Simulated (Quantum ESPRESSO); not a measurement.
# Li2Al2Mo2AgTa: different elements on one site, starting from this cell

Computed values, not a measurement. The program is pw.x of Quantum ESPRESSO 7.5 (plane-wave density functional theory). The cell is made up: eight metal atoms on a face-centred cubic lattice, with elements, volume, strain and displacements drawn at random and not relaxed, so it may be unstable or far from any real phase. PseudoDojo standard norm-conserving files set the functional (PBE unless stated); there is no spin polarisation or spin-orbit coupling, the Fermi-Dirac width of 0.25 eV means electrons at about 2900 K, and the masses in the input are unused placeholders. Heavy elements are run without spin-orbit coupling, which real alloys of them have. A spin test at this wide smearing found no moment, but such smearing suppresses magnetism that the real alloy may have.

The runs put different elements on site 7. Cell, positions, cutoff, mesh and smearing stay as in the input of run 1; sites are counted in its order. Stress in the tables is positive in tension.

Input of run 1:

```
&control calculation='scf', pseudo_dir='./dojo.nc.sr.pbe.v0_5.standard.upf', outdir='./o', disk_io='medium', tprnfor=.true., tstress=.true. /
&system ibrav=0, nat=8, ntyp=5, nbnd=49, ecutwfc=82.02448710, nosym=.true., tot_charge=0,
 occupations='smearing', smearing='fd', degauss=0.0183746611
/
&electrons conv_thr=1.470e-08, electron_maxstep=70, mixing_beta=0.5 /
ATOMIC_SPECIES
Ag 1.0 Ag.upf
Al 1.0 Al.upf
Li 1.0 Li.upf
Mo 1.0 Mo.upf
Ta 1.0 Ta.upf
CELL_PARAMETERS angstrom
0.0 0.0 -4.1185
4.1185 0.0 0.0
0.0 -8.2371 0.0
ATOMIC_POSITIONS angstrom
Li -0.0434 -0.0544 -0.0992
Al -0.0501 -4.0153 0.0262
Al 1.9612 -2.1648 -0.114
Li 1.9958 -6.1894 -0.0429
Mo -0.0581 -2.07 -2.1369
Mo -0.0174 -6.1417 -2.0918
Ag 2.0595 0.0446 -2.0182
Ta 2.0663 -4.167 -1.9954
K_POINTS automatic
7 7 4 1 1 1
```

| run | elements on sites 1 to 8 | -TS (eV) | pressure (GPa) | stress xx (GPa) | stress yy (GPa) | stress zz (GPa) | stress yz (GPa) | stress xz (GPa) | stress xy (GPa) | iterations |
| --- | --- | --- | --- | --- | --- | --- | --- | --- | --- | --- |
| 1 | Li Al Al Li Mo Mo Ag Ta | -1.264 | -9.05 | 11.11 | 8.73 | 7.31 | -1.08 | -0.06 | -0.16 | 15 |
| 2 | Li Al Al Li Mo Mo Li Ta | -1.235 | -8.87 | 10.69 | 8.83 | 7.10 | -0.97 | -0.03 | -0.22 | 12 |
| 3 | Li Al Al Li Mo Mo Ga Ta | -1.113 | -10.67 | 14.06 | 11.33 | 6.61 | -0.87 | -0.08 | -0.22 | 12 |
| 4 | Li Al Al Li Mo Mo Hf Ta | -1.244 | -7.48 | 9.19 | 9.67 | 3.58 | -0.50 | -0.04 | -0.12 | 13 |
| 5 | Li Al Al Li Mo Mo Os Ta | -1.489 | -14.87 | 17.82 | 19.70 | 7.10 | -1.08 | -0.12 | -0.32 | 13 |

Forces Fx Fy Fz (eV/Å):

| site | run 1 | run 2 | run 3 | run 4 | run 5 |
| --- | --- | --- | --- | --- | --- |
| 1 | 0.00 0.13 0.18 | -0.01 0.06 0.18 | 0.01 0.09 0.19 | 0.10 0.00 0.43 | 0.01 0.17 0.24 |
| 2 | 0.13 -0.96 -0.09 | 0.13 -0.97 -0.09 | 0.12 -0.94 -0.08 | 0.11 -0.79 -0.17 | 0.13 -0.80 -0.14 |
| 3 | 0.20 0.59 0.56 | 0.21 0.44 0.60 | 0.21 0.43 0.60 | 0.22 0.54 0.77 | 0.23 1.45 0.53 |
| 4 | 0.11 -0.19 0.21 | 0.11 -0.01 0.22 | 0.11 -0.10 0.22 | 0.11 0.38 0.30 | 0.13 -0.44 0.23 |
| 5 | 0.06 -1.16 0.45 | 0.07 -1.06 0.44 | -0.01 -0.18 0.49 | 0.12 -0.68 0.56 | -0.12 0.37 0.66 |
| 6 | -0.11 1.93 0.28 | -0.09 2.03 0.23 | -0.09 0.68 0.30 | -0.09 1.03 0.20 | -0.20 -0.36 0.41 |
| 7 | -0.11 -0.06 -0.27 | -0.11 -0.08 -0.25 | -0.09 0.17 -0.36 | -0.27 -0.20 -0.86 | 0.07 -0.32 -0.65 |
| 8 | -0.28 -0.29 -1.34 | -0.31 -0.42 -1.31 | -0.27 -0.15 -1.35 | -0.31 -0.27 -1.23 | -0.25 -0.07 -1.29 |

Energies are left out, as each element's file has its own zero. A rerun of one cell of this series at a higher cutoff and on a denser mesh moved values by no more than 0.002 eV in energy, 0.02 GPa in stress and 0.003 eV/Å in force, and a second program with other atomic files agreed on that cell to 2 % rms in force and 0.5 GPa in pressure.